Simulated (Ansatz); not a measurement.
Input for Ansatz (plane-wave DFT, PAW):

```yaml
crystal:
  lattice:
    - [7.174141898, 0.0, 0.0]
    - [-3.587070949, 6.212989134, 0.0]
    - [0.0, 0.0, 27.1471779135]
  atoms:
    - { symbol: O, position: [0.5, 0.5, 0.2946899315] }
    - { symbol: O, position: [0.5, 0.0, 0.2946899315] }
    - { symbol: O, position: [0.0, 0.5, 0.2946899315] }
    - { symbol: O, position: [0.0, 0.0, 0.2946899315] }
    - { symbol: Hf, position: [0.3333333333, 0.1666666667, 0.3216617145] }
    - { symbol: Hf, position: [0.3333333333, 0.6666666667, 0.3216617145] }
    - { symbol: Hf, position: [0.8333333333, 0.1666666667, 0.3216617145] }
    - { symbol: Hf, position: [0.8333333333, 0.6666666667, 0.3216617145] }
    - { symbol: O, position: [0.6666666667, 0.3333333333, 0.3486334975] }
    - { symbol: O, position: [0.6666666667, 0.8333333333, 0.3486334975] }
    - { symbol: O, position: [0.1666666667, 0.3333333333, 0.3486334975] }
    - { symbol: O, position: [0.1666666667, 0.8333333333, 0.3486334975] }
    - { symbol: O, position: [0.8333333333, 0.6666666667, 0.4025770635] }
    - { symbol: O, position: [0.8333333333, 0.1666666667, 0.4025770635] }
    - { symbol: O, position: [0.3333333333, 0.6666666667, 0.4025770635] }
    - { symbol: O, position: [0.3333333333, 0.1666666667, 0.4025770635] }
    - { symbol: Hf, position: [0.6666807144, 0.3332918883, 0.4295024502] }
    - { symbol: Hf, position: [0.6668046272, 0.8332428727, 0.429314387] }
    - { symbol: Hf, position: [0.1669053439, 0.3332438266, 0.4289799846] }
    - { symbol: Hf, position: [0.1666249068, 0.83332426, 0.4293346311] }
    - { symbol: O, position: [-0.0013859277, 0.5023787092, 0.4564061607] }
    - { symbol: O, position: [0.0002431102, -0.0029444259, 0.4569312332] }
    - { symbol: O, position: [0.5030211499, 0.5001881153, 0.4574206483] }
    - { symbol: O, position: [0.4982608528, 0.0004164206, 0.4560937636] }
    - { symbol: O, position: [0.1717885149, 0.8329673448, 0.5097231958] }
    - { symbol: O, position: [0.1635334467, 0.3342705984, 0.507168551] }
    - { symbol: O, position: [0.6644670821, 0.8389742618, 0.5085828127] }
    - { symbol: O, position: [0.6682704544, 0.3269130324, 0.5096554902] }
    - { symbol: Hf, position: [0.0015727022, 0.4985079874, 0.5355292544] }
    - { symbol: Hf, position: [0.0003256893, 0.0020984896, 0.535953433] }
    - { symbol: Hf, position: [0.4987575409, 0.4999700738, 0.5364706684] }
    - { symbol: Hf, position: [0.4989935302, -0.0016085839, 0.5356879737] }
    - { symbol: O, position: [0.3330020669, 0.6590804355, 0.5655169638] }
    - { symbol: O, position: [0.3294851041, 0.1717794861, 0.564382626] }
    - { symbol: O, position: [0.8308423653, 0.6685215084, 0.5638095532] }
    - { symbol: O, position: [0.8425639795, 0.1679250415, 0.5668368767] }
    - { symbol: F, position: [0.7026705307, 0.3458165964, 0.663781481] }
    - { symbol: C, position: [0.6794204945, 0.1493553361, 0.6715155982] }
    - { symbol: F, position: [0.4993254812, 0.0017964137, 0.647025686] }
    - { symbol: F, position: [0.6465376313, 0.1039253625, 0.7198721075] }
    - { symbol: H, position: [0.8201173639, 0.1434913204, 0.6577406742] }
basis:
  ecutwfc: 420
kpoints:
  mp_grid: { grid: [3, 3, 1] }
hamiltonian:
  xc: pbe
  dispersion: d3bj
scf:
  occupations: { method: gaussian, width: 0.05 }
output:
  forces: true
  eigenvalues: true
  write_density: true
  volumetric_format: npy
efield:
  axis: 3
  dipole_correction: true
  ramp_width: 0.04
```

Launched with
```bash
ansatz run input.yaml --threads 8 --pin off --max-ram 20480MiB --backend cpu --events-out ev --progress --plain --runs-dir out
```

All numbers below come from DFT PBE+D3(BJ), scalar-relativistic, plane waves, PAW in Ansatz 0.2.0.

Part of what the program printed, abridged (final results; tables in files aren't shown):

```
SCF 1 converged in 9 iterations: F = -205029.580828 eV  dr2 = 8.10e-8
SCF converged after 9 iterations
Free energy (F): -205029.580828 eV
Harris-Foulkes:  -205029.580828 eV  (|F-HF|=3.26e-8)
Internal energy: -205029.580828 eV  (E = F + TS)
E sigma→0 (E₀):  -205029.580828 eV
Fermi energy:    3.006464 eV
Dipole field:    D = -0.026917 V/Å  (p = -0.179997 e·Å, saw-weighted, corrected)
Work function:   Φ+ = 4.9605 eV   Φ− = 4.2298 eV
Levels:          The Fermi level and band energies are counted from a zero that moves with the ramp; work functions are not
--- Per-component energies (eV) ---
  E_band       = -6396.739431
  E_kinetic    = 9940.888182
  E_local      = -970455.906326  (includes V_loc(G=0)·N_el)
  E_nonlocal   = -13524.099218
  E_hartree    = 478705.152245
  E_xc         = -5654.126007
  E_vxc        = -5814.776297  (∫ρ·V_xc dr)
  E_paw        = -87605.695305  (= ΣΔE_a)
  E_vpaw       = 16069.617967  (= ΣTr[D̂ρ^β])
  E_aug_tail   = 0.064183  (compensation charges beyond the density's cutoff)
  E_efield     = 0.002423  (sawtooth field / dipole correction)
  E_vefield    = -22.853244  (∫n·V_field dr)
  E_ewald      = 383570.750281
  E_disp       = -6.611286  (pairwise vdW)
  E_smearing   =  0.000000  (= −TS)
--- Forces (eV/Å), atoms counted from 1 ---
  atom   1  O     -0.00714162    -0.00146611    -0.68980164
  atom   2  O     -0.00093947    -0.00329167    -0.69585659
  atom   3  O      0.00730612    -0.00024500    -0.69242922
  atom   4  O      0.00114226     0.00505561    -0.68993227
  atom   5  Hf     0.01675062     0.00584989     0.90003519
  atom   6  Hf     0.00811890     0.00867080     0.87797737
  atom   7  Hf    -0.01708162    -0.00366814     0.88079062
  atom   8  Hf    -0.00824687    -0.01074501     0.94241112
  atom   9  O      0.01360536    -0.02321942     0.29500091
  atom  10  O     -0.02292380     0.01767001     0.24137301
  atom  11  O     -0.01300567     0.00380111     0.15692492
  atom  12  O      0.02331184     0.00221974     0.29636375
  atom  13  O     -0.12150135     0.01862550    -0.61419728
  atom  14  O      0.14458929    -0.00600426    -0.33632273
  atom  15  O      0.12598235    -0.15088225    -0.38332252
  atom  16  O     -0.14493013     0.13928258    -0.49353716
  atom  17  Hf    -0.00172532     0.00532868     0.00059801
  atom  18  Hf     0.00577829    -0.00267805     0.00354417
  atom  19  Hf     0.00156224    -0.00122169    -0.00207436
  atom  20  Hf    -0.00622563    -0.00033977    -0.00375606
  atom  21  O      0.00079676    -0.00291844     0.00836751
  atom  22  O     -0.00329958    -0.00023002     0.00375221
  atom  23  O     -0.00006532     0.00295577     0.00029618
  atom  24  O      0.00485836    -0.00072295     0.00179247
  atom  25  O     -0.00581877     0.00043564     0.00530614
  atom  26  O     -0.00791221    -0.00660645     0.00946783
  atom  27  O      0.00288598     0.00903850     0.00243980
  atom  28  O      0.00535539    -0.00243882    -0.00137630
  atom  29  Hf    -0.00371490    -0.00639675    -0.00163375
  atom  30  Hf    -0.00795280    -0.00166816    -0.00959630
  atom  31  Hf     0.00565839     0.00217146    -0.00677548
  atom  32  Hf     0.00435522     0.00187095    -0.00507680
  atom  33  O     -0.00379440    -0.00508402     0.00107619
  atom  34  O     -0.00032996     0.00288241     0.00246424
  atom  35  O      0.00252629    -0.00391127    -0.00175764
  atom  36  O      0.00379974     0.00692712    -0.00361585
  atom  37  F      0.00050167    -0.01975603    -0.00286754
  atom  38  C      0.00560634     0.00193594     0.00948285
  atom  39  F      0.00344850     0.01406739    -0.00293165
  atom  40  F      0.00596794     0.00405321    -0.00856849
  atom  41  H     -0.01733423     0.00065172     0.00605524
--- Band table (eV; the first three rows and the last of 5) ---
  k-point 0: bands = ["-60.1230", "-60.1166", "-60.1120", "-60.1022", "-60.0658", "-60.0568", "-60.0488", "-60.0355", "-60.0183", "-59.9526", "-59.8975", "-59.8837", "-29.0611", "-29.0567", "-29.0528", "-29.0219", "-28.9650", "-28.9601", "-28.9578", "-28.8697", "-28.8596", "-28.8565", "-28.8496", "-28.8384", "-28.8345", "-28.8210", "-28.7288", "-28.7203", "-28.7174", "-28.7104", "-28.6933", "-28.6765", "-28.6605", "-28.6507", "-28.6486", "-28.6471", "-28.6438", "-28.6430", "-28.6390", "-28.6345", "-28.6241", "-28.5869", "-28.5865", "-28.5176", "-28.5070", "-28.4545", "-28.4170", "-28.3973", "-25.4613", "-23.2655", "-23.2628", "-17.5162", "-16.5923", "-16.4412", "-16.4348", "-16.4150", "-16.3 ...
  k-point 1: bands = ["-60.1212", "-60.1179", "-60.1122", "-60.1025", "-60.0651", "-60.0572", "-60.0488", "-60.0355", "-60.0186", "-59.9526", "-59.8973", "-59.8840", "-29.0147", "-29.0103", "-28.9990", "-28.9959", "-28.9259", "-28.9228", "-28.9185", "-28.8768", "-28.8683", "-28.8620", "-28.8467", "-28.8045", "-28.7965", "-28.7840", "-28.7634", "-28.7560", "-28.7244", "-28.7198", "-28.7045", "-28.6994", "-28.6973", "-28.6886", "-28.6744", "-28.6627", "-28.6583", "-28.6446", "-28.6357", "-28.6301", "-28.6196", "-28.6091", "-28.6011", "-28.5589", "-28.5183", "-28.4682", "-28.4602", "-28.4273", "-25.4613", "-23.2655", "-23.2628", "-17.2245", "-16.6398", "-16.3711", "-16.3265", "-16.3162", "-16.1 ...
  k-point 2: bands = ["-60.1212", "-60.1178", "-60.1122", "-60.1025", "-60.0650", "-60.0573", "-60.0488", "-60.0355", "-60.0186", "-59.9525", "-59.8973", "-59.8839", "-29.0130", "-29.0119", "-28.9988", "-28.9961", "-28.9264", "-28.9223", "-28.9186", "-28.8767", "-28.8680", "-28.8629", "-28.8466", "-28.8041", "-28.7967", "-28.7835", "-28.7637", "-28.7571", "-28.7248", "-28.7180", "-28.7053", "-28.6983", "-28.6966", "-28.6888", "-28.6742", "-28.6635", "-28.6603", "-28.6435", "-28.6366", "-28.6303", "-28.6191", "-28.6084", "-28.6011", "-28.5596", "-28.5157", "-28.4718", "-28.4626", "-28.4236", "-25.4613", "-23.2655", "-23.2628", "-17.2245", "-16.6396", "-16.3712", "-16.3252", "-16.3178", "-16.1 ...
  k-point 4: bands = ["-60.1217", "-60.1166", "-60.1131", "-60.1024", "-60.0654", "-60.0567", "-60.0488", "-60.0359", "-60.0185", "-59.9525", "-59.8976", "-59.8837", "-29.0185", "-29.0058", "-29.0011", "-28.9938", "-28.9287", "-28.9209", "-28.9192", "-28.8766", "-28.8678", "-28.8636", "-28.8449", "-28.8086", "-28.7968", "-28.7830", "-28.7587", "-28.7540", "-28.7273", "-28.7218", "-28.7063", "-28.7049", "-28.6972", "-28.6841", "-28.6726", "-28.6665", "-28.6552", "-28.6455", "-28.6310", "-28.6252", "-28.6212", "-28.6075", "-28.6004", "-28.5535", "-28.5114", "-28.4889", "-28.4818", "-28.4036", "-25.4613", "-23.2655", "-23.2628", "-17.2246", "-16.6399", "-16.3707", "-16.3296", "-16.3139", "-16.1 ...
```

Self-consistency was reached.

Time: 48 s on 8 threads of Arm Neoverse V2, on a shared host, peak memory 6.9 GiB.

Spin–orbit coupling is left out, which can shift energies with elements as heavy as these.